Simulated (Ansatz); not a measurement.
BAs (zinc blende), relaxed and computed with several functionals in Ansatz (plane waves, PAW).

| functional | a (Å) | gap (eV) | B₀ by P(V) fit (GPa) |
|---|---|---|---|
| r²SCAN | 4.784 | 1.37 | 141 |
| HSE06 | 4.772 | 1.82 | 146 |
| PBE | 4.809 | 1.20 | 131 |

All cells were relaxed under the symmetry of their starts (and spin orders); stability against distortions was not tested throughout. Scalar-relativistic: spin–orbit coupling is off unless named, which matters more the heavier the elements.

Potentials: the later of the program's two PAW sets.

Ansatz (a first-principles code) is a plane-wave DFT program.
